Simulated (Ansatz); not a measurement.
Mg (fcc (Cu type), Fm-3m) at seven volumes, plane-wave PAW LDA (Ansatz code), scaled uniformly. One row is withheld.

| V (Å³/atom) | P (GPa) |
|---|---|
| 19.814 | 4.43 |
| 20.467 | 2.73 |
| 21.121 | 1.27 |
| 21.774 | 0.01 |
| 22.427 | -1.08 |
| 23.080 | ? |
| 23.734 | -2.82 |

Fit the shown pressures and predict the withheld one.

Third-order Birch–Murnaghan: P = (3/2)B₀(x^(7/2) − x^(5/2))[1 + (3/4)(B′ − 4)(x − 1)] with x = (V₀/V)^(2/3). Least squares on the six rows gives V₀ = 21.779 Å³/atom, B₀ = 38.88 GPa, B′ = 3.94. At V = 23.080, x = 0.9621 and P = -2.01 GPa. The run itself gave -2.02 GPa.

The workflow started from a Materials Project entry (that database holds measured and hypothetical structures alike); the Crystallography Open Database copy checked does not list it. It is not the phase usual at ambient conditions (space group No. 194). The LDA relaxation kept the symmetry of its start; its stability against distortions is not shown here.

Potentials: the later of the program's two PAW sets.
